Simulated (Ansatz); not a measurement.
SnS:
```yaml
crystal:
  lattice:
    - [0.00000, 3.20934, 3.20934]
    - [3.20934, 0.00000, 3.20934]
    - [3.20934, 3.20934, 0.00000]
  atoms:
    - { symbol: Sn, position: [0.00000, 0.00000, 0.00000] }
    - { symbol: S, position: [0.25000, 0.25000, 0.25000] }
```

Relaxed with PBEsol.

Problem. Map the electron localisation function on the plane through (0.000, 0.000, 0.000) spanned by u = [1, 0, 0] and v = [-1, 1, 1] in lattice vectors, from plane-wave PAW PBEsol (Ansatz code).

Solution. x is the fraction of u, y of v (the angle between them is 90°; rows are the nearest grid lines); atoms in the plane: Sn at (0.00, 0.00), S at (0.50, 0.25).
```
|   .-=--:::--:::--=-.   |
|   :==--:......:--==:   |
|.:-====-:.    .:-====-:.|
|-======-.      .-======-|
|---=--:.        .:--=---|
|----:..          ..:----|
|::...              ...::|
|                        |
|                        |
|                        |
|                        |
|        ........        |
|     .:-=++**++=-:.     |
|    .:=+*##%%##*+=:.    |
|   .:=*#%%@@@@%%#*=:.   |
|   :=*%@@@@@@@@@@%*=:   |
|  .:=#%@@@#++#@@@%#=:.  |
|::::=*%@@#.  .#@@%*=::::|
|--::-*%@@%-  -%@@%*-::--|
|-----+#@@@#++#@@@#+-----|
|-==---=#%@@@@@@%#=---==-|
|.:-----+#%@@@@%#+-----:.|
|   :-----=+**+=-----:   |
|   .-=--:::--:::--=-.   |
```
Scale: ten equal steps from 0.000 (start of ' ') to 0.868 (end of '@'), in the order ' .:-=+*#%@'; x runs from 0.000 to 1.00, y from 0.000 (bottom) to 1.00 (top).

The density is the valence pseudo-density with augmentation charge, so density and ELF within about 1 Å of a nucleus are not all-electron values.

Space group F-43m (zinc blende). The first step of the workflow began from a Materials Project structure, measured or hypothetical; the Crystallography Open Database copy checked does not list it. It is not the phase usual at ambient conditions (space group No. 62). Symmetry was held in the PBEsol relaxation. At this level the phase is mechanically unstable. Spin–orbit coupling is left out wherever it is not named.

Potentials: the later of the program's two PAW sets.
